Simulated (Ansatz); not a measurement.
## Two states of YbCo3Cu

```
Yb Cu Co
1.0
     0.00000    3.76835    0.00000
     5.29176   -1.88417    0.00000
     2.67909    0.00000   -7.04018
Yb Cu Co
2 2 6
Direct
  0.00000 0.00000 0.50000
  0.00000 0.00000 0.00000
  0.38930 0.77860 0.80580
  0.61070 0.22140 0.19420
  0.75040 0.50080 0.87500
  0.24960 0.49920 0.12500
  0.25000 0.50000 0.62490
  0.75000 0.50000 0.37510
  0.38900 0.77800 0.30530
  0.61100 0.22200 0.69470
```

The numbers come from plane-wave PAW DFT (Ansatz): PBE, 420 eV, 5×5×3 Γ-centred k points, tetrahedron occupations. Nothing was relaxed.

State A: Co5 up, Co6 down, Co7 up, Co8 down, Co9 down, Co10 up (collinear spin). State B: Co5 up, Co6 up, Co7 up, Co8 up, Co9 up, Co10 up (collinear spin).

**Question.** Compare the two self-consistent states.

**Answer.** State B is lower by 61.4 meV an atom at zero smearing.

```
state  free energy (meV/atom)  largest moment in a small sphere (μB)  net moment (μB/cell)  gap on mesh (eV)  pressure (GPa)  largest force (eV/Å)
    A                    61.4                                   1.45                  0.00             metal             7.9                  1.73
    B                     0.0                                   1.60                  9.36             metal             8.2                  1.77
```

Origin: a known structure type with other elements, at an estimated volume, so it need not be a known compound. Caveats: empty levels are not fully converged; the k mesh is coarse if the cell is a metal; atoms or cell far from equilibrium; forces and stress under tetrahedra may miss the slope of the energy; f shells without a U or exact exchange are poorly placed.
